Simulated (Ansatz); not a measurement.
Relaxed-ion elastic tensor of HfO₂ (fluorite, space group No. 225) in GPa (Voigt order), PBEsol (plane waves, PAW; program Ansatz); density 10.89 g/cm³, 10.70 Å³ per atom.

```
 576   109   109   0.0   0.0   0.0
 109   576   109   0.0   0.0   0.0
 109   109   576   0.0   0.0   0.0
 0.0   0.0   0.0  69.8   0.0   0.0
 0.0   0.0   0.0   0.0  69.8   0.0
 0.0   0.0   0.0   0.0   0.0  69.8
```

**Question.** Is the crystal mechanically stable?

**Answer.** Yes: the smallest eigenvalue of C is 69.8 GPa.

**Question.** Work out the Voigt, Reuss and Hill averages.

**Answer.** K_V = 265, K_R = 265, K_H = 265; G_V = 135, G_R = 97.0, G_H = 116 GPa.

**Question.** Give Young's modulus, Poisson's ratio, Pugh's ratio and the universal anisotropy index.

**Answer.** E = 9KG/(3K + G) = 304 GPa; ν = 0.31; K/G = 2.28 (ductile by the Pugh limit of 1.75); A_U = 5G_V/G_R + K_V/K_R − 6 = 1.98.

**Question.** Estimate the sound speeds and the Debye temperature.

**Answer.** v_l = √((K + 4G/3)/ρ) = 6210 m/s, v_t = √(G/ρ) = 3270 m/s, mean 3650 m/s; Θ = (h/k)(3n/4πV)^(1/3) v_m = 493 K.

**Question.** Give the Zener ratio and Young's modulus along [100], [110] and [111].

**Answer.** A = 2C44/(C11 − C12) = 0.30; 1/E = S11 − 2(S11 − S12 − S44/2)Γ with Γ = 0, 1/4, 1/3 gives 541, 229, 192 GPa.

**Question.** Solve the Christoffel equation for the three sound speeds along [100], [110], [111].

**Answer.** Eigenvalues of C_ijkl n_j n_l equal ρv². In km/s, slowest first: [100] 2.53, 2.53, 7.27; [110] 2.53, 4.63, 6.15; [111] 4.05, 4.05, 5.73.

Space group Fm-3m (fluorite). This is a known high-temperature phase of the composition, computed here at zero pressure and temperature. Symmetry was held in the PBEsol relaxation; its stability against distortions is not shown here. No spin polarisation was allowed. Spin–orbit coupling is left out wherever it is not named.

Potentials: the earlier of the program's two PAW sets. The files were generated under PBE; for other functionals the program regenerates the frozen cores, and for LDA and PBEsol the local potential too.
